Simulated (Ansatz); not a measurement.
ZrGe (rock salt, Fm-3m) under volume change, DFT-HSE06 in the program Ansatz with PAW potentials, scaled uniformly.

| V (Å³/atom) | E − E(relaxed) (meV/atom) | P (GPa) |
|---|---|---|
| 18.452 | 69.7 | 13.18 |
| 19.060 | 29.5 | 8.13 |
| 19.668 | 7.0 | 3.79 |
| 20.276 | 0.0 | 0.00 |
| 20.885 | 6.4 | -3.28 |
| 21.493 | 24.3 | -6.06 |
| 22.101 | 51.9 | -8.46 |

Q: What does a third-order Birch–Murnaghan fit give for V₀, B₀ and B′?

A: V₀ = 20.28 Å³/atom, B₀ = 116 GPa, B′ = 3.9.

A made-up cell: these elements were put on the sites of a structure type; neither database checked (COD, Materials Project) lists it. Whether it is the stable phase at ambient conditions was not checked. Symmetry was held in the HSE06 relaxation; whether a distortion lowers the energy is not shown. No spin polarisation was allowed. The hybrid run found no gap, on a coarse k-mesh.

Potentials: the later of the program's two PAW sets.
